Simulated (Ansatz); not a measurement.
K (bcc, W type)

```
CELL_PARAMETERS angstrom
     -2.63972     2.63972     2.63972
      2.63972    -2.63972     2.63972
      2.63972     2.63972    -2.63972
ATOMIC_POSITIONS crystal
  K  0.00000 0.00000 0.00000
```

The slice is a {211} plane (indices of the conventional cell) through the point (0.000, 0.000, 0.000) (fractional), spanned by u = [111] and v = [1 0 -1] in vectors of this cell: u (4.57 Å) and v (7.47 Å, at 90° to u). It covers one period; positions are fractions (u, v).

All values below come from PBE (plane waves to 420 eV, PAW, scalar-relativistic; Ansatz, a quantum-chemistry and plane-wave program). k mesh 13×13×13. Near the nuclei the fields are pseudised (PAW); where an atom keeps semicore shells as valence, they peak there. K was relaxed with its symmetry unable to fall.

### Question
Sketch the electron localisation function (ELF) on this plane as a map.

### Answer
```
|xx@@@@==    ::    ==@@@@|
|@@@@##..  ..--..  ..##@@|
|++==..    ::==::    ..==|
|        ::==++==::      |
|    ..::==++++++==::..  |
|----====++++++++++====--|
|++++++==============++++|
|++++==--------------==++|
|++==--::::::::::::::--==|
|++==--::::::::::::::--==|
|++==--::::::::::::::--==|
|++++==--------------==++|
|++++++==============++++|
|----====++++++++++====--|
|    ..::==++++++==::..  |
|        ::==++==::      |
|++==..    ::==::    ..==|
|@@@@##..  ..--..  ..##@@|
|xx@@@@==    ::    ==@@@@|
|xxxx@@++    ::    ++@@xx|
```
Scale: ten equal steps from 0.03 (start of ' ') to 0.87 (end of '@'), in the order ' .:-=+*#%@'. Values: electron localisation function (ELF). The map has 12 points along u (two characters each, u = 0 at the left) and 20 along v (v = 0 in the bottom row). Points within 0.5 Å of a nucleus are blanked (x), as the pseudised field means little there.
